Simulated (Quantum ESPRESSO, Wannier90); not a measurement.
**Wannier functions of SnO2 (Pnnm)**

```xyz
6
Lattice="4.7880 0.0000 0.0000 0.0000 4.8666 0.0000 0.0000 0.0000 3.2409" Properties=species:S:1:pos:R:3 pbc="T T T"
Sn     2.3940     2.4333     1.6204
Sn     0.0000     0.0000     0.0000
O      1.3974     1.5624     0.0000
O     -1.3974    -1.5624     0.0000
O     -0.9966     0.8709     1.6204
O      0.9966    -0.8709     1.6204
```

Cell from Materials Project (mp-550172), symmetrised, no further relaxation. Not found in the COD (Crystallography Open Database) copy used, which has the formula in other groups; not checked further. Method: PBEsol plane waves in Quantum ESPRESSO 7.5 (PseudoDojo norm-conserving files, 68 Ry, spinors with spin-orbit coupling), Bloch states on a 4×4×6 mesh through Γ, Wannier90 4.0.1. Density: 6×6×10 mesh, Gaussian smearing 0.01 Ry.

A tight-binding model is made by disentanglement and projection with no localisation steps (num_iter = 0), so the 48 orbitals stay atom-like: hydrogen-like Sn: s;p; O: s;p, axes along x, y, z; frozen window up to 2.22 eV relative to the valence-band maximum. It follows pw.x to 0.4 meV rms for states up to 1.7 eV relative to the valence-band maximum. Matrix elements depend on this choice of orbitals and windows.

The 20 largest hoppings ⟨m,0|H|n,R⟩ between different sites (one of each Hermitian pair; signs follow the real orbitals' lobes; the list may end inside a set of equal values):

```tsv
m	n	R	distance of the centres (Å)	t (eV)	Im t (eV)
Sn1 py↑	O5 px↑	1 0 0	2.10	-1.775	-0.010
Sn1 py↑	O6 px↑	0 1 0	2.10	-1.775	-0.010
O4 px↓	Sn2 py↓	0 0 0	2.10	1.775	-0.010
O3 px↓	Sn2 py↓	0 0 0	2.10	1.775	-0.010
Sn1 py↓	O6 px↓	0 1 0	2.10	-1.775	0.010
O4 px↑	Sn2 py↑	0 0 0	2.10	1.775	0.010
O3 px↑	Sn2 py↑	0 0 0	2.10	1.775	0.010
Sn1 py↓	O5 px↓	1 0 0	2.10	-1.775	0.010
O3 py↑	Sn2 px↑	0 0 0	2.11	1.766	-0.015
Sn1 px↓	O5 py↓	1 0 0	2.11	-1.766	-0.015
O4 py↑	Sn2 px↑	0 0 0	2.10	1.766	-0.015
Sn1 px↓	O6 py↓	0 1 0	2.11	-1.766	-0.015
Sn1 px↑	O6 py↑	0 1 0	2.11	-1.765	0.015
Sn1 px↑	O5 py↑	1 0 0	2.11	-1.765	0.015
O3 py↓	Sn2 px↓	0 0 0	2.11	1.765	0.015
O4 py↓	Sn2 px↓	0 0 0	2.11	1.765	0.015
Sn1 s↑	O4 pz↑	1 1 1	2.10	1.748	0.000
O3 pz↑	Sn1 s↑	0 0 0	2.10	-1.748	0.000
Sn1 s↑	O3 pz↑	0 0 1	2.10	1.748	0.000
Sn1 s↑	O4 pz↑	1 1 0	2.10	-1.748	0.000
```
